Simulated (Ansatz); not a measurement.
P under strain

All numbers below come from DFT PBEsol+D3(BJ), scalar-relativistic, plane waves, PAW (Ansatz 0.2.0). (420 eV cutoff, 10×4×10 k-mesh, Gaussian smearing of 0.10 eV, no spin polarisation)

Starting point, cell and atoms relaxed:

```xyz
8
Lattice="3.3491 0.0000 0.0000 0.0000 9.8956 0.0000 0.0000 0.0000 3.8298" Properties=species:S:1:pos:R:3 pbc="T T T"
P     0.0000    8.7955    3.6117
P     1.6746    8.7955    2.1330
P     1.6746    6.0478    0.2181
P     0.0000    6.0478    1.6968
P     1.6746    3.8477    3.6117
P     0.0000    3.8477    2.1330
P     0.0000    1.1001    0.2181
P     1.6746    1.1001    1.6968
```

Deformation: biaxial strain in the a-b plane, with the length and tilt of c and the atoms relaxed, all within the symmetry that the strain leaves. Energies are extrapolated to zero smearing.

| strain (%) | ΔE (meV/atom) | a (Å) | b (Å) | c (Å) |
| --- | --- | --- | --- | --- |
| -6.0 | 49.5 | 3.148 | 9.302 | 4.135 |
| -4.0 | 20.9 | 3.215 | 9.500 | 4.004 |
| -2.0 | 5.0 | 3.282 | 9.698 | 3.919 |
| +0.0 | 0.0 | 3.349 | 9.896 | 3.830 |
| +2.0 | 5.3 | 3.416 | 10.093 | 3.756 |
| +4.0 | 21.3 | 3.483 | 10.291 | 3.723 |
| +6.0 | 46.1 | 3.550 | 10.489 | 3.701 |

(1) What stiffness (1/V) d²E/dε² at zero strain does a cubic fit over all points give?

(2) How does the free axis c answer a small strain?

## Answers

(1) A cubic fit gives (1/V) d²E/dε² = 269 GPa at zero strain (twice the biaxial modulus).

(2) Between the innermost points its strain is -1.07 times the applied one.

Cost: 7 runs of about 13 core-minutes in all, on Arm Neoverse V2 (shared hosts).